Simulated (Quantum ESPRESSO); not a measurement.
Al6HfIn, one run as intended and one with a planted mistake

A calculation, not a measurement. The program is pw.x of Quantum ESPRESSO 7.5 (plane-wave density functional theory). The cell is made up: eight metal atoms on a hexagonal close-packed lattice, with elements, volume, strain and displacements drawn at random and not relaxed, so it may be unstable or far from any real phase. PseudoDojo standard norm-conserving files set the functional (PBE unless stated); there is no spin polarisation or spin-orbit coupling, the Fermi-Dirac width of 0.25 eV means electrons at about 2900 K, and the masses in the input are unused placeholders. Heavy elements are run without spin-orbit coupling, which real alloys of them have. A spin test at this wide smearing found no moment, but such smearing suppresses magnetism that the real alloy may have.

Intended input:

```
&control calculation='scf', pseudo_dir='./dojo.nc.sr.pbe.v0_5.standard.upf', outdir='./o', disk_io='medium', tprnfor=.true., tstress=.true. /
&system ibrav=0, nat=8, ntyp=3, nbnd=31, ecutwfc=75.99759826, nosym=.true., tot_charge=0,
 occupations='smearing', smearing='fd', degauss=0.0183746611
/
&electrons conv_thr=1.470e-08, electron_maxstep=70, mixing_beta=0.5 /
ATOMIC_SPECIES
Al 1.0 Al.upf
Hf 1.0 Hf.upf
In 1.0 In.upf
CELL_PARAMETERS angstrom
-0.0035 -0.0685 4.5873
5.7672 0.0404 -0.0045
-2.8486 5.0139 -0.0734
ATOMIC_POSITIONS angstrom
Al 0.0173 0.0568 0.0979
Al -1.3058 2.5609 0.0684
Hf 2.9446 -0.0142 -0.0728
Al 1.3492 2.6022 -0.0486
Al 0.1717 1.7196 2.3632
Al -1.3808 4.2107 2.1911
In 2.9531 1.6088 2.2917
Al 1.5328 4.2202 2.1125
K_POINTS automatic
6 6 6 1 1 1
```

The log is shortened where brackets say so; the opening notice, blank lines, dates and the lines on written files are dropped, and the path of the files is cut. It prints rydbergs, bohrs and kilobars, and counts compression as positive stress. Its total energy is the free energy E - TS of the whole cell.

Log of the intended run:

```
     Program PWSCF v.7.5
     Parallel version (MPI & OpenMP), running on       1 processor cores
     Number of MPI processes:                 1
     Threads/MPI process:                     1
     [start-up lines left out]
     bravais-lattice index     =            0
     lattice parameter (alat)  =       8.6697  a.u.
     unit-cell volume          =     898.5077 (a.u.)^3
     number of atoms/cell      =            8
     number of atomic types    =            3
     number of electrons       =        43.00
     number of Kohn-Sham states=           31
     kinetic-energy cutoff     =      75.9976  Ry
     charge density cutoff     =     303.9904  Ry
     scf convergence threshold =      1.5E-08
     mixing beta               =       0.5000
     number of iterations used =            8  plain     mixing
     Exchange-correlation= PBE
                           (   1   4   3   4   0   0   0)
     [axes and pseudopotential details left out]
   Cartesian axes
     site n.     atom                  positions (alat units)
         1        Al     tau(   1) = (   0.0037709   0.0123806   0.0213391  )
         2        Al     tau(   2) = (  -0.2846236   0.5581963   0.0149091  )
         3        Hf     tau(   3) = (   0.6418309  -0.0030952  -0.0158681  )
         4        Al     tau(   4) = (   0.2940835   0.5671984  -0.0105933  )
         5        Al     tau(   5) = (   0.0374252   0.3748191   0.5151038  )
         6        Al     tau(   6) = (  -0.3009713   0.9178012   0.4775914  )
         7        In     tau(   7) = (   0.6436836   0.3506682   0.4995191  )
         8        Al     tau(   8) = (   0.3341026   0.9198719   0.4604591  )
     number of k points=   108  Fermi-Dirac smearing, width (Ry)=  0.0184
     Number of k-points >= 100: set verbosity='high' to print them.
     Dense  grid:    80453 G-vectors     FFT dimensions: (  50,  64,  64)
     Estimated max dynamical RAM per process >     110.76 MB
     Initial potential from superposition of free atoms
     starting charge      42.9796, renormalised to      43.0000
     Starting wfcs are   43 randomized atomic wfcs
     total cpu time spent up to now is       28.4 secs
     per-process dynamical memory:    90.9 Mb
     Self-consistent Calculation
     iteration #  1     ecut=    76.00 Ry     beta= 0.50
     Davidson diagonalization with overlap
     ethr =  1.00E-02,  avg # of iterations =  3.6
     Threshold (ethr) on eigenvalues was too large:
     Diagonalizing with lowered threshold
     Davidson diagonalization with overlap
     ethr =  4.83E-04,  avg # of iterations =  3.4
     total cpu time spent up to now is      153.7 secs
     total energy              =    -273.46689544 Ry
     estimated scf accuracy    <       0.21341437 Ry
     iteration #  2     ecut=    76.00 Ry     beta= 0.50
     Davidson diagonalization with overlap
     ethr =  4.96E-04,  avg # of iterations =  3.7
     total cpu time spent up to now is      220.1 secs
     total energy              =    -273.49868307 Ry
     estimated scf accuracy    <       0.23478244 Ry
     [iterations 3 to 8 left out]
     iteration #  9     ecut=    76.00 Ry     beta= 0.50
     Davidson diagonalization with overlap
     ethr =  3.74E-10,  avg # of iterations =  4.4
     total cpu time spent up to now is      650.4 secs
     total energy              =    -273.53805538 Ry
     estimated scf accuracy    <       0.00000004 Ry
     iteration # 10     ecut=    76.00 Ry     beta= 0.50
     Davidson diagonalization with overlap
     ethr =  9.62E-11,  avg # of iterations =  2.0
     total cpu time spent up to now is      711.3 secs
     End of self-consistent calculation
     [lines on levels left out]
!    total energy              =    -273.53805538 Ry
     estimated scf accuracy    <          4.3E-09 Ry
     smearing contrib. (-TS)   =      -0.05357517 Ry
     internal energy E=F+TS    =    -273.48448022 Ry
     The total energy is F=E-TS. E is the sum of the following terms:
     one-electron contribution =     -88.31059515 Ry
     hartree contribution      =      68.02503021 Ry
     xc contribution           =     -82.06484648 Ry
     ewald contribution        =    -171.13406880 Ry
     convergence has been achieved in  10 iterations
     Forces acting on atoms (cartesian axes, Ry/au):
     atom    1 type  1   force =     0.00980925    0.00214041   -0.02099169
     atom    2 type  1   force =    -0.01688816   -0.01284912   -0.01187138
     atom    3 type  2   force =    -0.02067859    0.00749239    0.00370519
     atom    4 type  1   force =     0.03825045   -0.02166344    0.01104317
     atom    5 type  1   force =    -0.02592885   -0.00536938   -0.00860593
     atom    6 type  1   force =    -0.02529047   -0.02167815    0.01050361
     atom    7 type  3   force =     0.01471000    0.06840400   -0.01330610
     atom    8 type  1   force =     0.02601637   -0.01647672    0.02952313
     Total force =     0.112125     Total SCF correction =     0.000149
     Computing stress (Cartesian axis) and pressure
          total   stress  (Ry/bohr**3)                   (kbar)     P=      104.81
   0.00060267  -0.00000761   0.00001928           88.66       -1.12        2.84
  -0.00000761   0.00058115   0.00008819           -1.12       85.49       12.97
   0.00001928   0.00008819   0.00095354            2.84       12.97      140.27
     init_run     :     25.52s CPU     28.24s WALL (       1 calls)
     electrons    :    645.04s CPU    682.90s WALL (       1 calls)
     forces       :     10.13s CPU     10.25s WALL (       1 calls)
     stress       :     38.38s CPU     38.53s WALL (       1 calls)
     [timing details left out]
     PWSCF        :  11m59.39s CPU  12m40.51s WALL
     JOB DONE.
```

A second run has one planted mistake: the cell and the positions are scaled by a wrong factor. The input lines that differ:

```
- -0.0035 -0.0685 4.5873
- 5.7672 0.0404 -0.0045
- -2.8486 5.0139 -0.0734
+ -0.0035 -0.0678 4.541
+ 5.709 0.04 -0.0045
+ -2.8198 4.9633 -0.0727
- Al 0.0173 0.0568 0.0979
- Al -1.3058 2.5609 0.0684
- Hf 2.9446 -0.0142 -0.0728
- Al 1.3492 2.6022 -0.0486
- Al 0.1717 1.7196 2.3632
- Al -1.3808 4.2107 2.1911
- In 2.9531 1.6088 2.2917
- Al 1.5328 4.2202 2.1125
+ Al 0.0171 0.0562 0.0969
+ Al -1.2926 2.535 0.0677
+ Hf 2.9149 -0.0141 -0.0721
+ Al 1.3356 2.5759 -0.0481
+ Al 0.17 1.7022 2.3393
+ Al -1.3669 4.1682 2.169
+ In 2.9233 1.5926 2.2686
+ Al 1.5173 4.1776 2.0912
```

Its log:

```
     Program PWSCF v.7.5
     Parallel version (MPI & OpenMP), running on       1 processor cores
     Number of MPI processes:                 1
     Threads/MPI process:                     1
     [start-up lines left out]
     bravais-lattice index     =            0
     lattice parameter (alat)  =       8.5822  a.u.
     unit-cell volume          =     871.5780 (a.u.)^3
     number of atoms/cell      =            8
     number of atomic types    =            3
     number of electrons       =        43.00
     number of Kohn-Sham states=           31
     kinetic-energy cutoff     =      75.9976  Ry
     charge density cutoff     =     303.9904  Ry
     scf convergence threshold =      1.5E-08
     mixing beta               =       0.5000
     number of iterations used =            8  plain     mixing
     Exchange-correlation= PBE
                           (   1   4   3   4   0   0   0)
     [axes and pseudopotential details left out]
   Cartesian axes
     site n.     atom                  positions (alat units)
         1        Al     tau(   1) = (   0.0037653   0.0123747   0.0213365  )
         2        Al     tau(   2) = (  -0.2846192   0.5581847   0.0149069  )
         3        Hf     tau(   3) = (   0.6418353  -0.0031047  -0.0158758  )
         4        Al     tau(   4) = (   0.2940874   0.5671905  -0.0105912  )
         5        Al     tau(   5) = (   0.0374325   0.3748095   0.5150933  )
         6        Al     tau(   6) = (  -0.3009794   0.9178010   0.4775947  )
         7        In     tau(   7) = (   0.6436849   0.3506765   0.4995258  )
         8        Al     tau(   8) = (   0.3340961   0.9198708   0.4604638  )
     number of k points=   108  Fermi-Dirac smearing, width (Ry)=  0.0184
     Number of k-points >= 100: set verbosity='high' to print them.
     Dense  grid:    77961 G-vectors     FFT dimensions: (  48,  60,  60)
     Estimated max dynamical RAM per process >     105.94 MB
     Initial potential from superposition of free atoms
     starting charge      42.9796, renormalised to      43.0000
     Starting wfcs are   43 randomized atomic wfcs
     total cpu time spent up to now is       23.4 secs
     per-process dynamical memory:    86.0 Mb
     Self-consistent Calculation
     iteration #  1     ecut=    76.00 Ry     beta= 0.50
     Davidson diagonalization with overlap
     ethr =  1.00E-02,  avg # of iterations =  3.7
     Threshold (ethr) on eigenvalues was too large:
     Diagonalizing with lowered threshold
     Davidson diagonalization with overlap
     ethr =  5.31E-04,  avg # of iterations =  3.0
     total cpu time spent up to now is      128.0 secs
     total energy              =    -273.43433715 Ry
     estimated scf accuracy    <       0.23405592 Ry
     iteration #  2     ecut=    76.00 Ry     beta= 0.50
     Davidson diagonalization with overlap
     ethr =  5.44E-04,  avg # of iterations =  3.7
     total cpu time spent up to now is      177.8 secs
     total energy              =    -273.47212567 Ry
     estimated scf accuracy    <       0.26179769 Ry
     [iterations 3 to 8 left out]
     iteration #  9     ecut=    76.00 Ry     beta= 0.50
     Davidson diagonalization with overlap
     ethr =  3.83E-10,  avg # of iterations =  4.2
     total cpu time spent up to now is      545.0 secs
     total energy              =    -273.51538569 Ry
     estimated scf accuracy    <       0.00000004 Ry
     iteration # 10     ecut=    76.00 Ry     beta= 0.50
     Davidson diagonalization with overlap
     ethr =  8.68E-11,  avg # of iterations =  2.0
     total cpu time spent up to now is      590.2 secs
     End of self-consistent calculation
     [lines on levels left out]
!    total energy              =    -273.51538569 Ry
     estimated scf accuracy    <          4.2E-09 Ry
     smearing contrib. (-TS)   =      -0.05236819 Ry
     internal energy E=F+TS    =    -273.46301750 Ry
     The total energy is F=E-TS. E is the sum of the following terms:
     one-electron contribution =     -85.79293127 Ry
     hartree contribution      =      67.42698583 Ry
     xc contribution           =     -82.21761927 Ry
     ewald contribution        =    -172.87945279 Ry
     convergence has been achieved in  10 iterations
     Forces acting on atoms (cartesian axes, Ry/au):
     atom    1 type  1   force =     0.01079065    0.00155568   -0.02339608
     atom    2 type  1   force =    -0.01959068   -0.01368109   -0.01325187
     atom    3 type  2   force =    -0.02278915    0.00836385    0.00405252
     atom    4 type  1   force =     0.04288653   -0.02331400    0.01193939
     atom    5 type  1   force =    -0.02856664   -0.00602181   -0.00917767
     atom    6 type  1   force =    -0.02762549   -0.02388580    0.01185647
     atom    7 type  3   force =     0.01597580    0.07512309   -0.01424044
     atom    8 type  1   force =     0.02891897   -0.01813993    0.03221769
     Total force =     0.123530     Total SCF correction =     0.000154
     Computing stress (Cartesian axis) and pressure
          total   stress  (Ry/bohr**3)                   (kbar)     P=      143.68
   0.00085897  -0.00000822   0.00002179          126.36       -1.21        3.20
  -0.00000822   0.00083141   0.00009653           -1.21      122.30       14.20
   0.00002179   0.00009653   0.00123971            3.20       14.20      182.37
     init_run     :     20.62s CPU     23.26s WALL (       1 calls)
     electrons    :    534.31s CPU    566.83s WALL (       1 calls)
     forces       :     12.76s CPU     12.87s WALL (       1 calls)
     stress       :     39.77s CPU     39.92s WALL (       1 calls)
     [timing details left out]
     PWSCF        :  10m 7.78s CPU  10m43.68s WALL
     JOB DONE.
```

|  | intended run | run with the mistake |
| --- | --- | --- |
| free energy (eV) | -3721.675 | -3721.366 |
| entropy term -TS, part of it (eV) | -0.729 | -0.713 |
| pressure (GPa) | 10.48 | 14.37 |
| size of the largest force component (eV/Å) | 1.759 | 1.931 |
| largest change of a force component (eV/Å) |  | 0.173 |
| iterations | 10 | 10 |

For scale, a rerun of the intended cell at a higher cutoff and on a denser mesh moved values by no more than 0.010 eV in energy, 0.30 GPa in stress and 0.017 eV/Å in force, and a second program with other atomic files agreed on that cell to 2 % rms in force and 0.5 GPa in pressure.